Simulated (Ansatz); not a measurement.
C:
```cif
data_C6
_chemical_formula_sum 'C6'
_space_group_name_H-M_alt 'P 1'
_space_group_IT_number 1
_cell_length_a 6.39089
_cell_length_b 6.39089
_cell_length_c 6.39089
_cell_angle_alpha 22.628
_cell_angle_beta 22.628
_cell_angle_gamma 22.628
loop_
_space_group_symop_operation_xyz
  'x, y, z'
loop_
_atom_site_label
_atom_site_type_symbol
_atom_site_fract_x
_atom_site_fract_y
_atom_site_fract_z
_atom_site_occupancy
C1 C 0.73564 0.73564 0.73564 1
C2 C 0.81936 0.81936 0.81936 1
C3 C 0.18064 0.18064 0.18064 1
C4 C 0.26436 0.26436 0.26436 1
C5 C 0.95880 0.95880 0.95880 1
C6 C 0.04120 0.04120 0.04120 1
```

Relaxed with r²SCAN. DFT-r²SCAN in the program Ansatz with PAW potentials gives a gap of 4.71 eV.

Task: What gap does HSE06 give on the same cell (Ansatz, PAW)?

Result: 5.68 eV, 0.96 eV more. The hybrid was solved on a coarser mesh and at special points; its gap is the smallest among all of these.

```json
[
 {"k": "Γ", "v1 r²SCAN": "0.00", "c1 r²SCAN": "5.46", "v1 HSE06": "[?]", "c1 HSE06": "[?]"},
 {"k": "T", "v1 r²SCAN": "-1.05", "c1 r²SCAN": "6.57", "v1 HSE06": "[?]", "c1 HSE06": "[?]"},
 {"k": "L", "v1 r²SCAN": "-3.22", "c1 r²SCAN": "5.47", "v1 HSE06": "[?]", "c1 HSE06": "[?]"},
 {"k": "F", "v1 r²SCAN": "-4.20", "c1 r²SCAN": "4.81", "v1 HSE06": "-4.32", "c1 HSE06": "5.73"},
 {"k": "S0", "v1 r²SCAN": "-4.76", "c1 r²SCAN": "5.18", "v1 HSE06": "-4.91", "c1 HSE06": "6.01"},
 {"k": "H0", "v1 r²SCAN": "-4.78", "c1 r²SCAN": "5.21", "v1 HSE06": "[?]", "c1 HSE06": "[?]"}
]
```

Task: Top valence (v1) and lowest conduction level (c1) in eV from each method's valence maximum (which need not be a listed point): supply the withheld HSE06 values.

Result: 
- L, v1 HSE06: -3.32
- L, c1 HSE06: 6.41
- H0, v1 HSE06: -4.92
- H0, c1 HSE06: 6.04
- Γ, v1 HSE06: 0.00
- Γ, c1 HSE06: 6.56
- T, v1 HSE06: -1.06
- T, c1 HSE06: 7.67

Cost on shared cores: the r²SCAN run (SCF on a 13×13×13 mesh, then bands and DOS) very roughly 60 core-seconds, the HSE06 run (SCF on 7×7×7, then a few points) roughly 3 core-minutes; the tasks are unlike.

Space group R-3m. The start of the workflow was typed in or built on a structure type; the Crystallography Open Database files this formula in space group No. 166, but the cells were not matched. It is not the phase usual at ambient conditions (space group No. 194, 227). Symmetry was held in the r²SCAN relaxation; its stability against distortions is not shown here.

Potentials: the earlier of the program's two PAW sets.
